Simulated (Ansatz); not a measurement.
**CdTeF6: stable or not**

The cell was found from a structure generator's guess, not taken from experiment.

Theory: DFT PBE, scalar-relativistic, plane waves, PAW (Ansatz). Cutoff 420 eV, Γ-centred 6×6×6 mesh (8-atom cell), Gaussian smearing of 0.02 eV, no spin polarisation.

```cif
data_structure
_symmetry_space_group_name_H-M 'Fm-3m'
_symmetry_Int_Tables_number 225
_cell_length_a 8.6926
_cell_length_b 8.6926
_cell_length_c 8.6926
_cell_angle_alpha 90.000
_cell_angle_beta 90.000
_cell_angle_gamma 90.000
_cell_volume 656.83
loop_
_atom_site_label
_atom_site_type_symbol
_atom_site_symmetry_multiplicity
_atom_site_Wyckoff_symbol
_atom_site_fract_x
_atom_site_fract_y
_atom_site_fract_z
_atom_site_occupancy
Cd1 Cd 4 a 0.00000 0.00000 0.00000 1
Te1 Te 4 b 0.50000 0.00000 0.00000 1
F1 F 24 e 0.25971 0.00000 0.00000 1
```

Energies over the elements count from the elements' standard structures at the same level (F₂ as a molecule), with no fitted energy shifts.

Question: These tests were run: energy against the elements; elastic tensor. What do they show?

Answer:

```tsv
test	result
energy against the elements	−2.089 eV/atom
elastic tensor	least eigenvalue 7 GPa
```

It fails none of these tests. Other phases of the system weren't compared here, so this isn't yet thermodynamic stability. Phonons away from Γ weren't computed.

Spin–orbit coupling, which can matter for Te, is left out. The reference form of Te is held partly by dispersion forces, which this level lacks. The run for the elastic tensor used a 6×6×6 k mesh.
